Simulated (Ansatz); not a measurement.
**CsLiCr2Te2S3: changing the Hubbard U on Cr d**

```yaml
crystal:
  lattice:
    - [6.10792, -0.01886, 0.00581]
    - [-2.28822, 5.93151, 0.00333]
    - [-1.38462, -2.19395, 7.56260]
  atoms:
    - { symbol: Cs, position: [0.06348, 0.10178, 0.99394] }
    - { symbol: Li, position: [0.57026, 0.58143, 0.57403] }
    - { symbol: Cr, position: [0.07801, 0.50138, 0.57990] }
    - { symbol: Cr, position: [0.43162, 0.02972, 0.53722] }
    - { symbol: Te, position: [0.54458, 0.76732, 0.28198] }
    - { symbol: Te, position: [0.01143, 0.65932, 0.29902] }
    - { symbol: S, position: [0.77800, 0.37133, 0.70773] }
    - { symbol: S, position: [0.39402, 0.82508, 0.74875] }
    - { symbol: S, position: [0.19605, 0.23009, 0.48646] }
```

The cell comes from a database or a generator and needn't be the stable form of this composition.

Kept alike: task projected density of states; functional PBE; k mesh 5 × 5 × 4; occupations fermi-dirac, width 0.05 eV; collinear spin, ferromagnetic start. Program: Ansatz, Ansatz PAW, cutoff 420 eV. The mesh is that of the run's cell of 9 atoms. No spin-orbit coupling.

```tsv
Hubbard U on Cr d, U (eV)	pressure (GPa)	largest site moment (μB)
2	1.23	2.93
4	2.50	3.14
6	?	3.32
8	4.89	3.45
```

Pressure is positive in compression, with a Pulay correction for the finite cutoff. How U acts hangs on the program's projectors. The runs hold the magnetic state that their start led to, which needn't be the lowest. Site moments count inside each atom's sphere or projector. U is the effective U - J on orthogonalised atomic projectors. Double counting: fully localised limit (the default).

Problem. Fit the rows shown and predict the run at 6 eV.

Solution. A least-squares line through the rows shown is pressure = 0.6082 U + 0.035 (largest miss 0.032); at U = 6 it gives 3.68 GPa. The run gave: pressure 3.75 GPa.
